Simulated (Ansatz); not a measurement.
# La₅Tl₃ — 139La nuclear quadrupole resonance

Cell: a computed structure from the Materials Project (it need not be an observed phase), taken as it stands.

```
La Tl
1.0
    -6.43854    6.43854    3.19645
     6.43854   -6.43854    3.19645
     6.43854    6.43854   -3.19645
La Tl
10 6
Cartesian
  2.8482 1.0642 0.0000
  3.5903 5.3743 3.1965
  3.5903 7.5027 0.0000
  2.8482 -1.0642 3.1965
  1.0642 10.0288 0.0000
  5.3743 -3.5903 3.1965
  1.0642 2.8482 3.1965
  5.3743 3.5903 0.0000
  0.0000 6.4385 1.5982
  6.4385 0.0000 1.5982
  8.5425 2.1039 0.0000
  -2.1039 4.3346 3.1965
  4.3346 2.1039 3.1965
  2.1039 4.3346 0.0000
  0.0000 0.0000 4.7947
  0.0000 0.0000 1.5982
```

Sites (sets of like atoms) are named by element and the number of their first atom in this list.

All values are calculated (Ansatz; DFT, PBE, plane waves and PAW, scalar-relativistic, 420 eV cutoff, Γ-centred 5×5×5 k-points, Fermi–Dirac smearing 0.05 eV), not measured.

139La: I = 7/2, Q = 206.0 mb (year-2017 value). Static lattice, zero field.

(1) Predict the zero-field 139La lines of each site.

Results:

(1) For I = 7/2 and η = 0 the lines are |C_Q|/14 times 1, 2 and 3; η shifts the lowest up most. At large η the states mix, and weaker lines appear at sums of the main ones; lines under 5 % of the strongest are left out.

```
site                atoms  V_zz (10²¹ V/m²)  C_Q (MHz)     η  line frequencies (MHz)
 La1  1, 2, 3, 4, 5, 6, …             -8.89      -44.3  0.52  5.33, 5.83, 9.22, 11.2
 La9                9, 10              24.5        122  0.00        8.72, 17.4, 26.2
```

An axis of threefold or higher order runs through La9, so V_zz lies along it and η is zero.

The run finds no gap above 0.1 eV (a metal, or nearly one), so the gradients can move by 10 % or more with the k-mesh. Without spin–orbit coupling the gradients at and beside Tl can be off by some per cent, at some sites by more.

Hardware: 1 thread of Arm Neoverse V1 (aarch64; 28 cores open to the job, memory cap 3.0 GiB, no GPU), a shared host with a load of 0.8 a core. Wall time 2.9 min, CPU time 2.9 min, peak memory 1.3 GiB.
